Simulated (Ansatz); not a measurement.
Relaxed-ion elastic tensor of Te₂Mo in space group P6_3/mmc (No. 194; Te on 4f, Mo on 2c) in GPa (Voigt order), LDA (plane waves, PAW; program Ansatz); density 8.10 g/cm³, 23.98 Å³ per atom.

```
 140  33.6  14.4   0.0   0.0   0.0
33.6   140  14.4   0.0   0.0   0.0
14.4  14.4  52.1   0.0   0.0   0.0
 0.0   0.0   0.0  25.9   0.0   0.0
 0.0   0.0   0.0   0.0  25.9   0.0
 0.0   0.0   0.0   0.0   0.0  53.3
```

Task: Is the crystal mechanically stable?

Result: Yes: the smallest eigenvalue of C is 25.9 GPa.

Task: Work out the Voigt, Reuss and Hill averages.

Result: K_V = 50.8, K_R = 39.2, K_H = 45.0; G_V = 39.0, G_R = 33.3, G_H = 36.2 GPa.

Task: Give Young's modulus, Poisson's ratio, Pugh's ratio and the universal anisotropy index.

Result: E = 9KG/(3K + G) = 85.6 GPa; ν = 0.18; K/G = 1.24 (brittle by the Pugh limit of 1.75); A_U = 5G_V/G_R + K_V/K_R − 6 = 1.15.

Task: Estimate the sound speeds and the Debye temperature.

Result: v_l = √((K + 4G/3)/ρ) = 3390 m/s, v_t = √(G/ρ) = 2110 m/s, mean 2330 m/s; Θ = (h/k)(3n/4πV)^(1/3) v_m = 240 K.

Task: Solve the Christoffel equation for the three sound speeds along x, y, z.

Result: Eigenvalues of C_ijkl n_j n_l equal ρv². In km/s, slowest first: x 1.79, 2.56, 4.16; y 1.79, 2.56, 4.16; z 1.79, 1.79, 2.54.

Task: How much does each axis shrink under pressure?

Result: Linear compressibilities β_i = Σ_j S_ij (j = 1 to 3): x 4.4, y 4.4, z 17 per TPa.

The cell was relaxed with LDA under the symmetry of its start. The run is not spin-polarised. A crystal of weakly bound layers computed without a dispersion correction: the cell and the soft elastic constants depend strongly on that. Scalar-relativistic: spin–orbit coupling is off unless named, which matters more the heavier the elements.

Potentials: the earlier of the program's two PAW sets. The files were generated under PBE; for other functionals the program regenerates the frozen cores, and for LDA and PBEsol the local potential too.
